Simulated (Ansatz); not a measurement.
Generalised stacking fault of Nb (bcc, W type) on the {211} plane. The cell below holds the perfect crystal with the plane normal along z; tilting its third vector by the shift puts one fault into each cell, between planes 1.35 Å apart, at fixed cell height.

```yaml
crystal:
  lattice:
    - [2.86022, 0.00000, 0.00000]
    - [0.00000, 4.67071, 0.00000]
    - [0.00000, 0.00000, 8.08991]
  atoms:
    - { symbol: Nb, position: [0.00000, 0.00000, 0.91667] }
    - { symbol: Nb, position: [0.66667, 0.50000, 0.08333] }
    - { symbol: Nb, position: [0.33333, 0.00000, 0.25000] }
    - { symbol: Nb, position: [0.00000, 0.50000, 0.41667] }
    - { symbol: Nb, position: [0.66667, 0.00000, 0.58333] }
    - { symbol: Nb, position: [0.33333, 0.50000, 0.75000] }
```

In-plane vectors a = (2.860, 0.000) Å, b = (0.000, 4.671) Å, area 13.36 Å². The shift is s times the vector a (length 2.860 Å), so s = 1 restores the start. Atoms relax along the normal only. γ = [E(shift) − E(0)] / area.

Level of theory: r2SCAN (plane waves to 500 eV, PAW, scalar-relativistic; Ansatz, a first-principles code). k mesh 14×9×5 (Γ-centred), Fermi-Dirac smearing 0.05 eV. Energies are extrapolated to zero smearing. With partly filled bands, the k mesh leaves noise in γ, roughly 0.02 J/m² as judged from a few cases. Faults lie only 8.1 Å apart, and holding the cell height raises γ above its relaxed value. On this mesh the relaxed cell isn't quite at rest: it carries a pressure of 0.2 GPa (compression positive) at the zero of the scan. Nb is run without spin polarisation. Nb was relaxed with its symmetry unable to fall. The zero of γ is zero shift. The last digit holds for this mesh only.

```tsv
s	γ (J/m²)
0.000	0.00
0.083	0.07
0.167	withheld
0.250	0.50
0.333	0.68
0.417	0.78
0.500	0.81
0.583	0.75
0.667	0.63
0.750	0.47
0.833	withheld
0.917	0.08
```

Task: Fit a Fourier form (three harmonics of 1 − cos and sin) to the given rows and predict γ at s = 0.167.

Result: Least squares on the 10 given rows: γ = (0.397)·[1 − cos(2πs)] + (0.014)·sin(2πs) + (0.040)·[1 − cos(4πs)] + (-0.013)·sin(4πs) + (0.006)·[1 − cos(6πs)], in J/m²; root-mean-square residual 0.003 J/m². At 0.167 the fit gives 0.27 J/m²; the calculation gives 0.26 J/m², so the interpolation is off by 0.01 (+3.8 %). 

(The slope of γ gives the shear force per area between the displaced halves; near zero shift its curvature is an elastic stiffness.)
